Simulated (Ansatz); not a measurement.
Input and command of a plane-wave DFT calculation in Ansatz:

```yaml
crystal:
  lattice:
    - [4.9549724162, 0.0, 0.0]
    - [0.0, 4.9549724162, 0.0]
    - [0.0, 0.0, 4.9549724162]
  atoms:
    - { symbol: Sr, position: [0.0, 0.5, 0.5] }
    - { symbol: Sr, position: [0.5, 0.0, 0.5] }
    - { symbol: Sr, position: [0.5, 0.5, 0.0] }
    - { symbol: "Y", position: [0.0, 0.0, 0.0] }
basis:
  ecutwfc: 420
kpoints:
  mp_grid: { grid: [4, 4, 4] }
hamiltonian:
  xc: pbe
scf:
  occupations: { method: gaussian, width: 0.1 }
  lower_state_search: "off"
output:
  forces: true
  stress: true
  eigenvalues: true
relax:
  adjacent_minimum: "off"
  f_tol: 0.04
  max_steps: 70
  cell: { stress_tol: 0.4 }
```

```bash
ansatz run input.yaml --threads 1 --pin off --max-ram 2560MiB --backend cpu --events-out ev --progress --plain --runs-dir out
```

Processor: Intel(R) Xeon(R) Platinum 8259CL CPU @ 2.50GHz (Skylake/Cascade Lake), 1 thread, on a host shared with other jobs.

Estimate time, memory and problem size.

About 21 s on 1 thread of Intel(R) Xeon(R) Platinum 8259CL CPU @ 2.50GHz (Skylake/Cascade Lake), on a shared host, peak memory 0.46 GiB. It solves 25 bands at 10 k points (the mesh reduced by the symmetry that the task leaves, which can be less than the crystal's) with about 3743 plane waves (on the last cell), in 33 SCF iterations over 6 ionic steps.
